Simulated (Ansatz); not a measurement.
Calculation for BiRh (rocksalt type): DFT, PBEsol, all-electron LAPW, scalar-relativistic (Ansatz 0.2.0). This run: volume at 0.65 of the series' base cell.

The cell comes from a relaxation on PAW files under the same functional, begun from a prototype that needn't be the stable phase.

Command: `ansatz run input.yaml --threads 1 --pin off --max-ram 2048MiB --backend cpu --events-out ev --progress --plain --runs-dir out` It took 59 s on 1 thread of Arm Neoverse V1, with other jobs on the host, peak memory 0.55 GiB.

```yaml
crystal:
  lattice:
    - [0.0, 2.3858671196, 2.3858671196]
    - [2.3858671196, 0.0, 2.3858671196]
    - [2.3858671196, 2.3858671196, 0.0]
  atoms:
    - { symbol: Rh, position: [0.0, 0.0, 0.0] }
    - { symbol: Bi, position: [0.5, 0.5, 0.5] }
kpoints:
  mp_grid: { grid: [12, 12, 12] }
scf:
  occupations: { method: fermi_dirac, width: 0.08 }
hamiltonian:
  xc: pbesol
  pseudopotentials: { kind: all_electron, lapw: { basis_error: 0.001 } }
output:
  forces: true
  stress: true
  eigenvalues: true
  populations: true
```

Output:

```
Rh: projections on atomic orbitals take those of the free atom 1s2 2s2 2p6 3s2 3p6 3d10 4s2 4p6 4d8 5s1, of charge +0.00 (hamiltonian.pseudopotentials.projection_atoms)
Bi: projections on atomic orbitals take those of the free atom 1s2 2s2 2p6 3s2 3p6 3d10 4s2 4p6 4d10 4f14 5s2 5p6 5d10 6s2 6p3, of charge +0.00 (hamiltonian.pseudopotentials.projection_atoms)
LAPW: plane waves up to 9.895 Å⁻¹, error target 1.0e-3 eV per atom; small_component_spin mean_spin; Rh in spheres of 1.170 Å, 33 of its electrons in bands, Dirac shells []; Bi in spheres of 1.216 Å, 47 of its electrons in bands, Dirac shells [] (how accurate: hamiltonian.pseudopotentials.lapw.basis_error, Limitations)
Engine: ansatz 0.2.0
Pseudopotentials: kind: all_electron
Pseudopotential: Rh, LAPW, valence charge 33, lapw/all_electron/scalar/gaussian/Rh, Koelling and Harmon's equation, gaussian nucleus
Pseudopotential: Bi, LAPW, valence charge 47, lapw/all_electron/scalar/gaussian/Bi, Koelling and Harmon's equation, gaussian nucleus
Functional definition: PBEsol
  exchange = pbesol_x
  correlation = pbesol_c
Crystal: 2 atoms, lattice volume = 27.162 Å³
Basis set: ecut = 373.053334405418 eV, 459 PW (Γ), exchange–correlation at level 2
Bands: 48, of which v1, the nominal top of the filled ones, is band 40 counted from 1 (39 counted from 0)
Symmetry: 48 space group operations
Space group: Fm-3m (ITA 225), of the structure as read, at distance tolerance 3.0e-5 Å
k-points: 72 of 1728
Non-local potential: Rh, projectors of the file, none
Non-local potential: Bi, projectors of the file, none
Initial density: superposition of atomic densities (chi_scale 0.1, normalization cell, long waves kept (reshape's long-wave potential 0.00 eV rms))
Initial wavefunctions: plane waves of lowest kinetic energy (no species holds an atomic orbital)
Functional: x = pbesol(κ = 0.804, μ = 0.12345679012345678), c = pbesol(β = 0.046)
iter 1 solved again at ethr=1.82e-4 eV; its pass at ethr=1.00e-1 eV (dr2=1.46e-1 eV) is discarded
SCF iter   1: F=—  HF=-715669.817997 eV  |F-HF|=—  |Δ(HF+E_count)|=         —  Δρ=2.47e-2  dr2=1.46e-1  ethr=1.82e-4  ⟨swp⟩=3.0  Hψ=21551  notcnv=0
preconditioner: auto → Kerker (q_TF=auto, 3.266 Å⁻¹)  [metal: Δε(μ)=0.018 eV  Ē_g=23.345 eV  σ=0.080 eV  W_gap=0.06  n_scr=14 (ndim 8)  ℏωp=34.9 eV  f_vac=0.000  D(μ)=1.15/eV (n_scr^D=14)]
SCF iter   2: F=—  HF=-715669.729867 eV  |F-HF|=—  |Δ(HF+E_count)|=   8.81e-2  Δρ=1.69e-2  dr2=8.55e-2  ethr=1.82e-4  ⟨swp⟩=2.0  Hψ=10230  notcnv=0
SCF iter   3: F=—  HF=-715669.708967 eV  |F-HF|=—  |Δ(HF+E_count)|=   2.09e-2  Δρ=7.71e-3  dr2=1.56e-2  ethr=1.07e-4  ⟨swp⟩=2.0  Hψ=9893  notcnv=0
SCF iter   4: F=—  HF=-715669.706955 eV  |F-HF|=—  |Δ(HF+E_count)|=         —  Δρ=5.48e-3  dr2=1.19e-2  ethr=1.95e-5  ⟨swp⟩=2.0  Hψ=9891  notcnv=0
the basis was enlarged: its passes take 255.7 KiB over the memory plan, 1 of 1 planned eigensolver slots
iter 5 solved again at ethr=1.81e-7 eV; its pass at ethr=1.49e-5 eV (dr2=1.45e-4 eV) is discarded
SCF iter   5: F=—  HF=-715669.704972 eV  |F-HF|=—  |Δ(HF+E_count)|=   1.98e-3  Δρ=1.12e-3  dr2=1.45e-4  ethr=1.81e-7  ⟨swp⟩=2.0  Hψ=16957  notcnv=0
SCF iter   6: F=—  HF=-715669.704580 eV  |F-HF|=—  |Δ(HF+E_count)|=   3.92e-4  Δρ=6.50e-4  dr2=8.70e-5  ethr=1.81e-7  ⟨swp⟩=2.0  Hψ=9891  notcnv=0
SCF iter   7: F=—  HF=-715669.704577 eV  |F-HF|=—  |Δ(HF+E_count)|=   3.05e-6  Δρ=3.33e-4  dr2=2.51e-5  ethr=1.09e-7  ⟨swp⟩=2.0  Hψ=9891  notcnv=0
SCF iter   8: F=—  HF=-715669.704576 eV  |F-HF|=—  |Δ(HF+E_count)|=   1.39e-6  Δρ=5.61e-5  dr2=9.85e-7  ethr=3.14e-8  ⟨swp⟩=2.0  Hψ=9891  notcnv=0
SCF iter   9: F=—  HF=-715669.704575 eV  |F-HF|=—  |Δ(HF+E_count)|=   3.06e-7  Δρ=2.14e-5  dr2=1.14e-7  ethr=1.23e-9  ⟨swp⟩=2.0  Hψ=9891  notcnv=0
SCF iter  10: F=-715669.704575 eV  HF=-715669.704575 eV  |F-HF|=2.03e-8  |Δ(HF+E_count)|=   1.05e-9  Δρ=7.82e-6  dr2=1.83e-8  ethr=1.43e-10  ⟨swp⟩=2.0  Hψ=9891  notcnv=0
SCF 1 converged in 10 iterations: F = -715669.704575 eV  dr2 = 1.83e-8
SCF converged after 10 iterations
Free energy (F): -715669.704575 eV
Harris-Foulkes:  -715669.704575 eV  (|F-HF|=2.03e-8)
Internal energy: -715669.680004 eV  (E = F + TS)
E sigma→0 (E₀):  -715669.692290 eV
Entropy (-TS):   -0.024571 eV (-12.286 meV/atom)
Fermi energy:    33.550432 eV
--- Per-component energies (eV) ---
  E_band       = -11154.885501
  E_kinetic    = 813401.854954
  E_xc         = -14382.683150
  E_electrostatic = -1514688.851809  (all electrons and nuclei)
  E_smearing   = -0.024571  (= −TS)
  E_closure    = 0.000000  (closes the sum)
  E_atoms      = -715662.209665  (free atoms, spherical and without spin; not in F)
  Σ components = -715669.704575   (vs F -715669.704575, Δ=0.00e0)
  Basis errors (estimates in eV, not in F): energy 3.5e-4 per atom: plane waves 3.1e-4 (1.7e-4 summed), levels above the bands 1.4e-81, relativity 2.6e-8, radial functions 3.7e-5, core shells 8.0e-7; eigenvalues (radial functions only) 2.9e-6; not estimated: angular momenta, meshes, grids; target (lapw.basis_error) 1.0e-3; muffin-tin radii Rh 1.170 Å, Bi 1.216 Å
--- Forces (eV/Å), atoms counted from 1 ---
  atom   1  Rh     0.00000000     0.00000000     0.00000000
  atom   2  Bi    -0.00000000    -0.00000000    -0.00000000
  max |Σ_I F_I| component: 4.08e-30 eV/Å
--- Stress (GPa, compression-positive) ---
      154.541789       0.000000      -0.000000
        0.000000     154.541789       0.000000
       -0.000000       0.000000     154.541789
  P = ⅓ Tr σ = 154.5418 GPa (1545.418 kbar)
--- Band table (eV; the first three rows and the last of 72) ---
  k-point 0: bands = ["-445.2636", "-445.2636", "-445.2636", "-392.5045", "-392.5045", "-392.4950", "-392.4950", "-392.4950", "-263.4891", "-263.4891", "-263.4361", "-263.4361", "-263.4361", "-120.9348", "-115.9307", "-115.9307", "-115.9307", "-115.9255", "-115.9255", "-115.9255", "-115.9193", "-59.2057", "-59.2057", "-59.2057", "-45.9493", "-14.0893", "-14.0893", "-14.0893", "8.7240", "8.7240", "8.9733", "8.9733", "8.9733", "16.0572", "28.8926", "28.8926", "28.8926", "29.9420", "29.9420", "36.6584", "36.6584", "36.6584", "38.5260", "44.5294", "45.9948", "45.9948", "45.9948", "48.1616"]
  k-point 1: bands = ["-445.2636", "-445.2636", "-445.2636", "-392.5045", "-392.5045", "-392.4950", "-392.4950", "-392.4950", "-263.4891", "-263.4891", "-263.4361", "-263.4361", "-263.4361", "-120.9348", "-115.9307", "-115.9307", "-115.9307", "-115.9255", "-115.9255", "-115.9255", "-115.9193", "-59.2060", "-59.2057", "-59.2057", "-45.9487", "-14.0967", "-14.0919", "-14.0919", "8.7473", "8.7473", "8.9795", "8.9884", "8.9884", "16.2238", "28.6861", "28.8667", "28.8667", "29.6684", "29.6684", "35.8712", "37.0862", "37.0862", "38.7658", "44.5315", "45.6734", "45.6734", "46.2036", "48.2989"]
  k-point 2: bands = ["-445.2636", "-445.2636", "-445.2636", "-392.5045", "-392.5045", "-392.4950", "-392.4950", "-392.4950", "-263.4891", "-263.4891", "-263.4361", "-263.4361", "-263.4361", "-120.9348", "-115.9307", "-115.9307", "-115.9307", "-115.9255", "-115.9255", "-115.9255", "-115.9193", "-59.2069", "-59.2058", "-59.2058", "-45.9468", "-14.1171", "-14.0993", "-14.0993", "8.8101", "8.8101", "8.9965", "9.0319", "9.0319", "16.7171", "28.0578", "28.5199", "28.5199", "29.3417", "29.3417", "34.3292", "38.1154", "38.1154", "39.3279", "43.4506", "44.8769", "44.8769", "48.0300", "48.6326"]
  k-point 71: bands = ["-445.2636", "-445.2636", "-445.2636", "-392.5045", "-392.5045", "-392.4950", "-392.4950", "-392.4950", "-263.4891", "-263.4891", "-263.4361", "-263.4361", "-263.4361", "-120.9347", "-115.9307", "-115.9307", "-115.9307", "-115.9255", "-115.9255", "-115.9255", "-115.9193", "-59.2084", "-59.2084", "-59.2076", "-45.9401", "-14.1478", "-14.1465", "-14.1465", "8.8204", "9.0455", "9.0891", "9.0891", "9.3545", "20.0240", "26.4173", "26.4173", "26.7217", "30.4395", "31.3136", "31.3136", "33.0515", "33.4137", "43.9892", "44.5626", "44.5626", "45.6712", "48.4047", "48.4047"]
--- Löwdin populations: 2 sites ---
  site symbol       q [e]
     0     Rh     45.1885
     1     Bi     82.6764
  spilling = 0.001056 (of n_electrons = 128.000000)
```

populations.tsv:

```
# site	symbol	l	j	q
# orbitals = lowdin
# n_electrons = 128.000000
# spilling = 0.001056
# projection_atom_Rh: 1s2 2s2 2p6 3s2 3p6 3d10 4s2 4p6 4d8 5s1
# projection_atom_Bi: 1s2 2s2 2p6 3s2 3p6 3d10 4s2 4p6 4d10 4f14 5s2 5p6 5d10 6s2 6p3
0	Rh	0_1S	-	1.999993
0	Rh	0_2S	-	1.999716
0	Rh	0_3S	-	1.995312
0	Rh	0_4S	-	1.930305
0	Rh	0_5S	-	0.565182
0	Rh	1_2P	-	5.999999
0	Rh	1_3P	-	5.999852
0	Rh	1_4P	-	5.979013
0	Rh	2_3D	-	9.999976
0	Rh	2_4D	-	8.719124
1	Bi	0_1S	-	2.000000
1	Bi	0_2S	-	1.999983
1	Bi	0_3S	-	1.999794
1	Bi	0_4S	-	1.998061
1	Bi	0_5S	-	1.978926
1	Bi	0_6S	-	1.521058
1	Bi	1_2P	-	6.000000
1	Bi	1_3P	-	5.999996
1	Bi	1_4P	-	5.999765
1	Bi	1_5P	-	5.984552
1	Bi	1_6P	-	3.219373
1	Bi	2_3D	-	10.000000
1	Bi	2_4D	-	9.999990
1	Bi	2_5D	-	9.974905
1	Bi	3_4F	-	13.999994
```

Next run (volume at 0.55 of the series' base cell), as changes to the input before:

```diff
   lattice:
-    - [0.0, 2.3858671196, 2.3858671196]
-    - [2.3858671196, 0.0, 2.3858671196]
-    - [2.3858671196, 2.3858671196, 0.0]
+    - [0.0, 2.2566421533, 2.2566421533]
+    - [2.2566421533, 0.0, 2.2566421533]
+    - [2.2566421533, 2.2566421533, 0.0]
   atoms:
```

Command: `ansatz run input.yaml --threads 1 --pin off --max-ram 2048MiB --backend cpu --events-out ev --progress --plain --runs-dir out` It took 57 s on 1 thread of Arm Neoverse V1, with other jobs on the host, peak memory 0.55 GiB.

Results part of the output:

```
SCF 1 converged in 9 iterations: F = -715663.746364 eV  dr2 = 7.77e-8
SCF converged after 9 iterations
Free energy (F): -715663.746364 eV
Harris-Foulkes:  -715663.746364 eV  (|F-HF|=6.64e-8)
Internal energy: -715663.728114 eV  (E = F + TS)
E sigma→0 (E₀):  -715663.737239 eV
Entropy (-TS):   -0.018250 eV (-9.125 meV/atom)
Fermi energy:    40.922503 eV
--- Per-component energies (eV) ---
  E_band       = -11761.113393
  E_kinetic    = 813457.210587
  E_xc         = -14391.413417
  E_electrostatic = -1514729.525284  (all electrons and nuclei)
  E_smearing   = -0.018250  (= −TS)
  E_closure    = 0.000000  (closes the sum)
  E_atoms      = -715662.209665  (free atoms, spherical and without spin; not in F)
  Σ components = -715663.746364   (vs F -715663.746364, Δ=0.00e0)
[... lines left out ...]
  atom   2  Bi    -0.00000000     0.00000000     0.00000000
  max |Σ_I F_I| component: 4.54e-30 eV/Å
--- Stress (GPa, compression-positive) ---
      323.371111       0.000000      -0.000000
        0.000000     323.371111       0.000000
       -0.000000       0.000000     323.371111
  P = ⅓ Tr σ = 323.3711 GPa (3233.711 kbar)
--- Band table (eV; the first three rows and the last of 72) ---
  k-point 0: bands = ["-552.3974", "-438.6776", "-438.6776", "-438.6776", "-386.1111", "-386.1111", "-386.0992", "-386.0992", "-386.0992", "-256.8919", "-256.8919", "-256.8410", "-256.8410", "-256.8410", "-114.6724", "-109.5450", "-109.5450", "-109.5450", "-109.5382", "-109.5382", "-109.5382", "-109.5301", "-53.0008", "-53.0008", "-53.0008", "-39.8473", "-8.0888", "-8.0888", "-8.0888", "14.4316", "14.4316", "14.8233", "14.8233", "14.8233", "20.9554", "34.7742", "34.7742", "34.7742", "36.4452", "36.4452", "44.0108", "44.4577", "44.4577", "44.4577", "53.6471", "53.6471", "53.6471", "54.4731", "57.0216", "57.0216"]
  k-point 1: bands = ["-552.3974", "-438.6776", "-438.6776", "-438.6776", "-386.1111", "-386.1111", "-386.0992", "-386.0992", "-386.0992", "-256.8919", "-256.8919", "-256.8410", "-256.8410", "-256.8410", "-114.6724", "-109.5450", "-109.5450", "-109.5450", "-109.5382", "-109.5382", "-109.5382", "-109.5301", "-53.0017", "-53.0008", "-53.0008", "-39.8453", "-8.1048", "-8.0953", "-8.0953", "14.4786", "14.4786", "14.8353", "14.8509", "14.8509", "21.1595", "34.5128", "34.7326", "34.7326", "36.0763", "36.0763", "43.6528", "44.3436", "44.9866", "44.9866", "52.6325", "53.3828", "53.3828", "55.7696", "57.0885", "57.0885"]
  k-point 2: bands = ["-552.3974", "-438.6776", "-438.6776", "-438.6776", "-386.1111", "-386.1111", "-386.0992", "-386.0992", "-386.0992", "-256.8919", "-256.8919", "-256.8410", "-256.8410", "-256.8410", "-114.6724", "-109.5450", "-109.5450", "-109.5450", "-109.5382", "-109.5382", "-109.5382", "-109.5301", "-53.0044", "-53.0011", "-53.0011", "-39.8400", "-8.1483", "-8.1131", "-8.1131", "14.6070", "14.6070", "14.8684", "14.9294", "14.9294", "21.7629", "33.7676", "34.3931", "34.3931", "35.4791", "35.4791", "41.9696", "45.1912", "46.2462", "46.2462", "51.1359", "52.6441", "52.6441", "57.3116", "57.3116", "57.6120"]
  k-point 71: bands = ["-552.3974", "-438.6776", "-438.6776", "-438.6776", "-386.1111", "-386.1111", "-386.0992", "-386.0992", "-386.0992", "-256.8919", "-256.8919", "-256.8410", "-256.8410", "-256.8410", "-114.6721", "-109.5450", "-109.5450", "-109.5450", "-109.5382", "-109.5382", "-109.5382", "-109.5301", "-53.0081", "-53.0081", "-53.0063", "-39.8237", "-8.2194", "-8.2026", "-8.2026", "14.6847", "15.0272", "15.0272", "15.0641", "15.5055", "25.6238", "31.9797", "31.9797", "32.3605", "36.4747", "37.7667", "37.7667", "40.3009", "40.9395", "51.9266", "52.1658", "52.1658", "54.3532", "55.4025", "55.4025", "62.0436"]
--- Löwdin populations: 2 sites ---
  site symbol       q [e]
     0     Rh     45.2352
     1     Bi     82.6083
  spilling = 0.001222 (of n_electrons = 128.000000)
```

Next run (volume at 0.45 of the series' base cell), as changes to the input before:

```diff
   lattice:
-    - [0.0, 2.2566421533, 2.2566421533]
-    - [2.2566421533, 0.0, 2.2566421533]
-    - [2.2566421533, 2.2566421533, 0.0]
+    - [0.0, 2.1106325805, 2.1106325805]
+    - [2.1106325805, 0.0, 2.1106325805]
+    - [2.1106325805, 2.1106325805, 0.0]
   atoms:
```

Results part of the output:

```
SCF 1 converged in 9 iterations: F = -715651.073865 eV  dr2 = 3.35e-8
SCF converged after 9 iterations
Free energy (F): -715651.073865 eV
Harris-Foulkes:  -715651.073865 eV  (|F-HF|=2.54e-8)
Internal energy: -715651.063511 eV  (E = F + TS)
E sigma→0 (E₀):  -715651.068688 eV
Entropy (-TS):   -0.010354 eV (-5.177 meV/atom)
Fermi energy:    51.635615 eV
--- Per-component energies (eV) ---
  E_band       = -14806.539293
  E_kinetic    = 813553.895316
  E_xc         = -14404.835284
  E_electrostatic = -1514800.123542  (all electrons and nuclei)
  E_smearing   = -0.010354  (= −TS)
  E_closure    = 0.000000  (closes the sum)
  E_atoms      = -715662.209665  (free atoms, spherical and without spin; not in F)
  Σ components = -715651.073865   (vs F -715651.073865, Δ=0.00e0)
[... lines left out ...]
  atom   2  Bi    -0.00000000     0.00000000     0.00000000
  max |Σ_I F_I| component: 7.10e-30 eV/Å
--- Stress (GPa, compression-positive) ---
      701.454702       0.000000      -0.000000
        0.000000     701.454702       0.000000
       -0.000000       0.000000     701.454702
  P = ⅓ Tr σ = 701.4547 GPa (7014.547 kbar)
--- Band table (eV; the first three rows and the last of 72) ---
  k-point 0: bands = ["-628.2640", "-628.2640", "-628.2640", "-542.9640", "-429.2448", "-429.2448", "-429.2448", "-377.0825", "-377.0825", "-377.0684", "-377.0684", "-377.0684", "-247.4372", "-247.4372", "-247.3898", "-247.3898", "-247.3898", "-105.8943", "-100.5316", "-100.5316", "-100.5316", "-100.5227", "-100.5227", "-100.5227", "-100.5127", "-44.3335", "-44.3335", "-44.3335", "-31.3236", "0.3043", "0.3043", "0.3043", "22.1716", "22.1716", "22.7919", "22.7919", "22.7919", "28.1465", "43.3110", "43.3110", "43.3110", "46.0525", "46.0525", "51.5496", "55.7112", "55.7112", "55.7112", "64.5096", "64.5096", "64.5096", "68.1771", "69.7325", "69.7325"]
  k-point 1: bands = ["-628.2640", "-628.2640", "-628.2640", "-542.9640", "-429.2448", "-429.2448", "-429.2448", "-377.0825", "-377.0825", "-377.0684", "-377.0684", "-377.0684", "-247.4372", "-247.4372", "-247.3898", "-247.3898", "-247.3898", "-105.8942", "-100.5316", "-100.5316", "-100.5316", "-100.5227", "-100.5227", "-100.5227", "-100.5127", "-44.3369", "-44.3337", "-44.3337", "-31.3171", "0.2666", "0.2865", "0.2865", "22.2707", "22.2707", "22.8172", "22.8456", "22.8456", "28.4084", "42.9530", "43.2277", "43.2277", "45.5288", "45.5288", "52.0051", "54.9007", "56.3788", "56.3788", "63.5966", "64.3114", "64.3114", "69.4402", "69.6842", "69.6842"]
  k-point 2: bands = ["-628.2640", "-628.2640", "-628.2640", "-542.9640", "-429.2448", "-429.2448", "-429.2448", "-377.0825", "-377.0825", "-377.0684", "-377.0684", "-377.0684", "-247.4372", "-247.4372", "-247.3898", "-247.3898", "-247.3898", "-105.8941", "-100.5316", "-100.5316", "-100.5316", "-100.5227", "-100.5227", "-100.5227", "-100.5127", "-44.3463", "-44.3344", "-44.3344", "-31.2994", "0.1649", "0.2380", "0.2380", "22.5466", "22.5466", "22.8900", "22.9971", "22.9971", "29.1757", "42.0043", "42.8257", "42.8257", "44.5189", "44.5189", "53.0792", "53.2019", "57.9379", "57.9379", "61.9168", "63.6565", "63.6565", "69.6874", "69.6874", "70.2806"]
  k-point 71: bands = ["-628.2640", "-628.2640", "-628.2640", "-542.9640", "-429.2448", "-429.2448", "-429.2448", "-377.0825", "-377.0825", "-377.0684", "-377.0684", "-377.0684", "-247.4372", "-247.4372", "-247.3898", "-247.3898", "-247.3898", "-105.8929", "-100.5316", "-100.5316", "-100.5316", "-100.5228", "-100.5228", "-100.5228", "-100.5126", "-44.3562", "-44.3562", "-44.3519", "-31.2557", "-0.0172", "0.0645", "0.0645", "22.8373", "23.1786", "23.1786", "23.4828", "24.1082", "33.6464", "40.0495", "40.0495", "40.5011", "44.9697", "47.0554", "47.0554", "50.8079", "51.9142", "62.6851", "62.6851", "62.7251", "65.3415", "65.3415", "66.1425", "72.3473"]
--- Löwdin populations: 2 sites ---
  site symbol       q [e]
     0     Rh     45.2977
     1     Bi     82.5061
  spilling = 0.001532 (of n_electrons = 128.000000)
```

Spin–orbit coupling is left out, which matters for the heavy atoms. The structure type is held throughout; the real material can change phase at far lower pressure.
